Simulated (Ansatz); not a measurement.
## Wurtzite alloy of AlN and SiC (15 of 48 Al sites, 15 of 48 N sites exchanged), 96 atoms

Ansatz, PAW, plane waves. PBEsol relaxation of cell lengths and atoms (angles held) at the single k point (¼, ¼, ¼) without its symmetry partners; single points on the relaxed atoms at the Γ point alone, onto which points of the small cell's zone fold. Arrangement: clustered. No spin–orbit coupling unless named.

Relaxed structure:

```xyz
96
Lattice="9.4065 0.0000 0.0000 0.0000 10.9199 0.0000 0.0000 0.0000 9.9956" Properties=species:S:1:pos:R:3 pbc="T T T"
Si    1.5525    0.8596    2.5289
Si    0.0221    3.6195    2.4587
Si    9.4025    3.5819    7.4877
Si    4.7155    0.8631    2.5325
Si    3.1469    3.6112    2.4535
Si    3.1541    3.5510    7.5024
Si    6.2402    3.5998    2.4545
Si    6.2614    3.5246    7.5066
Si    7.8222    6.5954    7.6113
Si    0.0183    1.8387    0.0415
Si    3.1293    1.8436    0.0359
Si    1.5820    4.6008    9.9844
Si    6.2582    1.8263    0.0410
Si    4.7085    4.6501    9.9749
Si    7.8147    4.5676    9.9717
Al    1.5678    0.8939    7.5281
Al    4.6996    0.8557    7.5243
Al    1.5719    6.5457    2.6039
Al    1.5838    6.4406    7.5354
Al    9.3956    9.0705    2.5386
Al    9.3947    9.1422    7.3172
Al    7.8417    0.8518    2.5002
Al    7.8426    0.8953    7.5184
Al    4.6828    6.5520    2.7063
Al    4.7007    6.4423    7.3298
Al    3.1174    9.1192    2.5244
Al    3.1223    9.1566    7.4606
Al    7.8392    6.5582    2.5675
Al    6.2905    9.0891    2.5242
Al    6.2938    9.1874    7.4393
Al    9.4001    1.8252    4.9664
Al    3.1351    1.8242    4.9709
Al    1.5883    4.5649    4.9417
Al    9.3888    7.2346    4.9903
Al    9.3935    7.3167    9.9565
Al    6.2832    1.8255    4.9791
Al    4.7070    4.5301    4.9320
Al    3.0862    7.3164    4.9881
Al    3.1674    7.3082    0.0330
Al    1.5708    9.9860    4.9302
Al    1.5380    9.8351    0.0619
Al    7.8226    4.5547    4.9430
Al    6.3368    7.2894    4.9561
Al    6.2085    7.3020    0.0299
Al    4.7078    9.9733    4.9084
Al    4.7156    9.8305    0.0987
Al    7.8453   10.0138    4.8886
Al    7.8568    9.9152    0.0532
N     0.1335    1.9408    1.8740
N     0.0437    1.9332    6.9068
N     3.1387    1.8959    1.8737
N     3.1383    1.9014    6.9218
N     1.5998    4.2811    1.7702
N     1.6064    4.3279    6.9362
N     6.1411    1.9188    1.8714
N     6.2301    1.8850    6.9172
N     4.6832    4.2518    1.7680
N     4.7052    4.2569    6.9281
N     3.0867    7.3070    6.8862
N     1.6103   10.1634    6.8101
N     7.8328    4.1700    1.7495
N     7.8084    4.2265    6.8953
N     6.3788    7.2466    6.8895
N     4.6962   10.1081    6.7908
N     7.8056   10.1566    6.7876
N     1.5794    1.0621    4.2940
N     1.5902    1.2578    9.4358
N     0.0134    3.6497    4.2216
N     0.0536    3.6488    9.3850
N     4.7017    1.0407    4.3095
N     4.6692    1.2522    9.4363
N     3.1249    3.6037    4.2113
N     3.1048    3.6081    9.3962
N     1.5612    6.2820    4.4701
N     1.5988    6.1580    9.3983
N     7.8351    1.0593    4.3862
N     6.2733    3.6083    4.2094
N     6.2395    3.5993    9.3928
N     3.1428    9.1348    4.4567
N     7.8478    6.2609    4.4214
N     6.2634    9.1110    4.4805
C     0.0170    7.1690    1.8649
C     9.3368    7.1152    6.9240
C     3.1371    7.2539    1.9554
C     1.5632   10.1759    1.9669
C     6.2362    7.2095    1.9567
C     4.7018   10.1620    2.0177
C     7.8423   10.0439    1.9762
C     0.0140    9.0618    4.5028
C     0.0032    9.1336    9.2445
C     7.8484    1.1870    9.4757
C     4.6995    6.3281    4.6458
C     4.6581    6.2114    9.2799
C     3.1333    9.1468    9.3515
C     7.7965    6.1796    9.3514
C     6.2713    9.1323    9.3212
```

**Question.** What are the mean bond lengths by pair (pairs within 1.2 times the sum of covalent radii, less contacts 15 % beyond the pair's median; cation–cation pairs of compounds aside; long ionic contacts are cut short by that bound)?

**Answer.** Al–C 1.925 ± 0.062 Å (standard deviation, 51 bonds); Al–N 1.938 ± 0.084 Å (standard deviation, 75 bonds); C–Si 1.746 ± 0.041 Å (standard deviation, 8 bonds); N–Si 1.835 ± 0.074 Å (standard deviation, 51 bonds).

**Question.** What gap lies between the top filled and the lowest empty level in the single points?

**Answer.** HSE06 0.54 eV (30 s on NVIDIA GB300).
